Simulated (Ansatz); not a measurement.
Ansatz input

```yaml
crystal:
  lattice:
    - [2.9127731811, 0.0, 0.0]
    - [-1.4563865905, 2.5225355703, 0.0]
    - [0.0, 0.0, 10.2034281889]
  atoms:
    - { symbol: Mo, position: [0.0, 0.0, 1.0] }
    - { symbol: Mo, position: [1.0, 0.0, 0.5] }
    - { symbol: Mo, position: [0.3333333333, 0.6666666667, 0.25] }
    - { symbol: Mo, position: [0.6666666667, 0.3333333333, 0.75] }
hamiltonian:
  xc: blyp
  pseudopotentials:
    kind: paw
    azcp:
      Mo: "pseudopotentials/Mo.paw.azcp"
basis:
  ecutwfc: 420
  fft_grid_basis: typed
kpoints:
  mp_grid: { grid: [14, 14, 4], shift: [0, 0, 0] }
magnetization:
  spin_polarized: false
scf:
  occupations: { method: fermi_dirac, width: 0.1 }
  lower_state_search: "off"
output:
  stress: true
```

Output

```
Engine: ansatz 0.2.0, aarch64-unknown-linux-gnu
Pseudopotentials: kind: paw
Pseudopotential: Mo, paw, valence charge 14, recommended cutoff 420 eV (normal) 
Functional definition: BLYP
  parameter beta = 0.0042
  parameter a = 0.04918
  parameter b = 0.132
  parameter c = 0.2533
  parameter d = 0.349
  exchange = b88_x(beta = beta)
  correlation = lyp_c(a = a, b = b, c = c, d = d)
Crystal: 4 atoms, lattice volume = 74.970 Å³
Basis set: ecut = 420 eV, 1451 PW (Γ), exchange–correlation on 40×40×144 points (8 copies of the dense FFT grid, shifted against one another)
Bands: 34, of which v1, the nominal top of the filled ones, is band 28 counted from 1 (27 counted from 0)
Symmetry: 24 space group operations
Space group: P63/mmc (ITA 194), of the structure as read, at distance tolerance 4.2e-5 Å
k-points: 72 of 784
Non-local potential: Mo, projectors of the file, l = 0: 3, l = 1: 2, l = 2: 2, l = 3: 1
PAW form: soft (Blöchl's): semilocal exchange-correlation on the pseudo side does not see the compensation charge
PAW frozen core: Mo, regenerated for the run's functional, and the local potential with it (the file was generated under x = pbe(κ = 0.804, μ = 0.2195149727645171), c = pbe(β = 0.06672455060314922))
PAW one-centre angular grid: Mo, 590 points (default); XC on 64 Gauss nodes
Initial density: superposition of atomic densities (neutral atoms: chi_scale 0, normalization atom), corrected by the library's trained network
Initial wavefunctions: pseudopotential atomic-orbital guess
Functional: x = b88, c = lyp
SCF iter   1: F=—  HF=-19874.354526 eV  |F-HF|=—  |Δ(HF+E_count)|=         —  Δρ=1.41e-2  dr2=1.90e-1  ethr=1.77e-3  ⟨swp⟩=4.5  Hψ=8178  notcnv=0
SCF iter   2: F=—  HF=-19874.314258 eV  |F-HF|=—  |Δ(HF+E_count)|=   4.03e-2  Δρ=7.35e-3  dr2=5.07e-2  ethr=3.40e-4  ⟨swp⟩=2.8  Hψ=4065  notcnv=0
SCF iter   3: F=—  HF=-19874.303509 eV  |F-HF|=—  |Δ(HF+E_count)|=   1.07e-2  Δρ=1.43e-3  dr2=1.28e-3  ethr=9.05e-5  ⟨swp⟩=2.1  Hψ=3706  notcnv=0
SCF iter   4: F=—  HF=-19874.303717 eV  |F-HF|=—  |Δ(HF+E_count)|=   2.08e-4  Δρ=2.36e-4  dr2=3.79e-5  ethr=2.29e-6  ⟨swp⟩=2.5  Hψ=3447  notcnv=0
SCF iter   5: F=—  HF=-19874.303737 eV  |F-HF|=—  |Δ(HF+E_count)|=   2.01e-5  Δρ=6.03e-5  dr2=2.47e-6  ethr=6.76e-8  ⟨swp⟩=2.0  Hψ=3280  notcnv=0
SCF iter   6: F=—  HF=-19874.303738 eV  |F-HF|=—  |Δ(HF+E_count)|=   1.73e-6  Δρ=1.40e-5  dr2=1.16e-7  ethr=4.42e-9  ⟨swp⟩=2.0  Hψ=3302  notcnv=0
SCF iter   7: F=-19874.303738 eV  HF=-19874.303738 eV  |F-HF|=3.15e-9  |Δ(HF+E_count)|=   1.08e-7  Δρ=2.99e-6  dr2=5.23e-9  ethr=1.79e-10  ⟨swp⟩=4.0  Hψ=7773  notcnv=0
SCF 1 converged in 7 iterations: F = -19874.303738 eV  dr2 = 5.23e-9
SCF converged after 7 iterations
Free energy (F): -19874.303738 eV
Harris-Foulkes:  -19874.303738 eV  (|F-HF|=3.15e-9)
Internal energy: -19874.096595 eV  (E = F + TS)
E sigma→0 (E₀):  -19874.200167 eV
Entropy (-TS):   -0.207144 eV (-51.786 meV/atom)
Fermi energy:    17.228142 eV
--- Per-component energies (eV) ---
  E_band       = -405.280197
  E_kinetic    = 1745.693298
  E_local      = -3689.855103  (includes V_loc(G=0)·N_el)
  E_nonlocal   = 572.661106
  E_hartree    = 1213.207108
  E_xc         = -713.054846
  E_vxc        = -887.623700  (∫ρ·V_xc dr)
  E_paw        = -12870.049395  (= ΣΔE_a)
  E_vpaw       = -572.572799  (= ΣTr[D̂ρ^β])
  E_aug_tail   = 0.000136  (compensation charges beyond the density's cutoff)
  E_ewald      = -6133.052698
  E_core_change = 0.353799  (= ΣΔE_core)
  E_smearing   = -0.207144  (= −TS)
  E_closure    = 0.000000  (closes the sum)
  Σ components = -19874.303738   (vs F -19874.303738, Δ=0.00e0)
--- Stress (GPa, compression-positive) ---
      -20.000534       0.000000       0.000000
        0.000000     -20.000534       0.000000
        0.000000       0.000000     -17.014835
  P = ⅓ Tr σ = -19.0053 GPa (-190.053 kbar)
```

Command:

```sh
ansatz run input.yaml --threads 2 --pin off --max-ram 5120MiB --backend cpu --events-out ev --progress --plain --runs-dir out
```

On 2 threads of Arm Neoverse V1 (shared host) this took about 4.8 s of wall time and 9.3 s of CPU time.
